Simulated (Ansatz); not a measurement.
Given:

KF:
Space group Fm-3m (No. 225); a = b = c = 5.162 Å, α = β = γ = 90.00°

```tsv
atom	site	symmetry	x	y	z
K	4a	m-3m	0.0000	0.0000	0.0000
F	4b	m-3m	0.5000	0.5000	0.5000
```
(The calculation used a cell of 2 atoms; values per cell refer to that cell.)

This is the LDA-relaxed structure.

### Question
All from LDA in the plane-wave PAW code Ansatz, unless another level is named. Predict the bulk modulus (Birch–Murnaghan fit).

### Answer
43.7 GPa.

### Question
And the elastic constants (relaxed ions, GPa)?

### Answer
C11 = 96.4, C12 = 17.4, C44 = 13.5.

Symmetry was held in the LDA relaxation; phonons on a q-mesh show no instability.

Potentials: the later of the program's two PAW sets.
